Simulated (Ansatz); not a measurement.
FeS₂:
```cif
data_Fe2S4
_chemical_formula_sum 'Fe2 S4'
_space_group_name_H-M_alt 'P 1'
_space_group_IT_number 1
_cell_length_a 4.36739
_cell_length_b 5.33321
_cell_length_c 3.34439
_cell_angle_alpha 90.000
_cell_angle_beta 90.000
_cell_angle_gamma 90.000
loop_
_space_group_symop_operation_xyz
  'x, y, z'
loop_
_atom_site_label
_atom_site_type_symbol
_atom_site_fract_x
_atom_site_fract_y
_atom_site_fract_z
_atom_site_occupancy
Fe1 Fe 0.00000 0.00000 0.00000 1
Fe2 Fe 0.50000 0.50000 0.50000 1
S1 S 0.20715 0.37443 0.00000 1
S2 S 0.70715 0.12557 0.50000 1
S3 S 0.29285 0.87443 0.50000 1
S4 S 0.79285 0.62557 0.00000 1
```

Relaxed with PBEsol.

Question: Which orbitals make up the states near the band edges in plane-wave PAW PBEsol (Ansatz code)?

Answer: Top 1 eV of the valence band: Fe 3d 84 %, S 3p 12 %. Bottom 1 eV of the conduction band: Fe 3d 52 %, S 3p 36 %, S 3s 8 %. Projections are on Löwdin-orthogonalised atomic valence shells; empty p or d shells of many metals are not among them.

Question: Tabulate the density of states.

Answer: States/eV per cell of 6 atoms, in 0.25 eV bins, energy from the valence-band maximum.

| E (eV) | total | S 3p | Fe 3d | S 3s |
|---|---|---|---|---|
| -7.90 | 0.79 | 0.67 | 0.06 | 0.01 |
| -7.65 | 2.44 | 2.05 | 0.21 | 0.05 |
| -7.40 | 4.30 | 3.57 | 0.41 | 0.11 |
| -7.15 | 3.63 | 2.94 | 0.40 | 0.12 |
| -6.90 | 3.41 | 2.64 | 0.46 | 0.15 |
| -6.65 | 2.10 | 1.58 | 0.30 | 0.11 |
| -6.40 | 2.40 | 1.86 | 0.27 | 0.11 |
| -6.15 | 2.44 | 1.85 | 0.34 | 0.13 |
| -5.90 | 2.60 | 1.92 | 0.43 | 0.14 |
| -5.65 | 3.01 | 2.21 | 0.55 | 0.14 |
| -5.40 | 2.55 | 1.83 | 0.51 | 0.11 |
| -5.15 | 2.89 | 2.05 | 0.64 | 0.09 |
| -4.90 | 3.71 | 2.58 | 0.93 | 0.09 |
| -4.65 | 4.76 | 3.19 | 1.36 | 0.08 |
| -4.40 | 5.53 | 3.62 | 1.65 | 0.11 |
| -4.15 | 5.46 | 3.44 | 1.73 | 0.11 |
| -3.90 | 4.18 | 2.64 | 1.29 | 0.10 |
| -3.65 | 4.52 | 2.91 | 1.35 | 0.10 |
| -3.40 | 4.12 | 2.77 | 1.10 | 0.09 |
| -3.15 | 3.84 | 2.70 | 0.91 | 0.08 |
| -2.90 | 4.49 | 3.22 | 1.03 | 0.09 |
| -2.65 | 3.36 | 2.37 | 0.81 | 0.05 |
| -2.40 | 1.68 | 1.05 | 0.54 | 0.03 |
| -2.15 | 1.05 | 0.61 | 0.39 | 0.01 |
| -1.90 | 1.56 | 0.58 | 0.88 | 0.02 |
| -1.65 | 6.77 | 1.70 | 4.65 | 0.12 |
| -1.40 | 6.20 | 1.13 | 4.69 | 0.08 |
| -1.15 | 6.41 | 0.74 | 5.30 | 0.05 |
| -0.90 | 11.92 | 1.03 | 10.28 | 0.08 |
| -0.65 | 2.33 | 0.41 | 1.78 | 0.02 |
| -0.40 | 9.78 | 1.03 | 8.37 | 0.06 |
| -0.15 | 3.76 | 0.80 | 2.77 | 0.03 |
| 0.10 | 0.00 | 0.00 | 0.00 | 0.00 |
| 0.35 | 0.00 | 0.00 | 0.00 | 0.00 |
| 0.60 | 0.00 | 0.00 | 0.00 | 0.00 |
| 0.85 | 0.11 | 0.01 | 0.08 | 0.02 |
| 1.10 | 2.83 | 0.74 | 1.66 | 0.34 |
| 1.35 | 5.64 | 1.83 | 3.05 | 0.56 |
| 1.60 | 6.37 | 2.35 | 3.27 | 0.49 |
| 1.85 | 6.07 | 2.84 | 2.64 | 0.31 |
| 2.10 | 5.86 | 3.03 | 2.30 | 0.24 |
| 2.35 | 4.37 | 2.44 | 1.55 | 0.15 |
| 2.60 | 3.11 | 1.86 | 1.00 | 0.08 |
| 2.85 | 5.67 | 3.48 | 1.79 | 0.09 |
| 3.10 | 4.82 | 3.04 | 1.49 | 0.06 |
| 3.35 | 2.28 | 1.32 | 0.81 | 0.02 |
| 3.60 | 0.82 | 0.47 | 0.30 | 0.01 |
| 3.85 | 0.06 | 0.03 | 0.02 | 0.00 |
| 4.10 | 0.00 | 0.00 | 0.00 | 0.00 |
| 4.35 | 0.00 | 0.00 | 0.00 | 0.00 |
| 4.60 | 0.00 | 0.00 | 0.00 | 0.00 |
| 4.85 | 0.00 | 0.00 | 0.00 | 0.00 |
| 5.10 | 0.13 | 0.01 | 0.01 | 0.00 |
| 5.35 | 0.60 | 0.05 | 0.03 | 0.01 |
| 5.60 | 0.88 | 0.07 | 0.03 | 0.01 |

Space group Pnnm. The cell was relaxed with PBEsol under the symmetry of its start. The workflow began spin-polarised and lost its moments.

Potentials: the later of the program's two PAW sets.
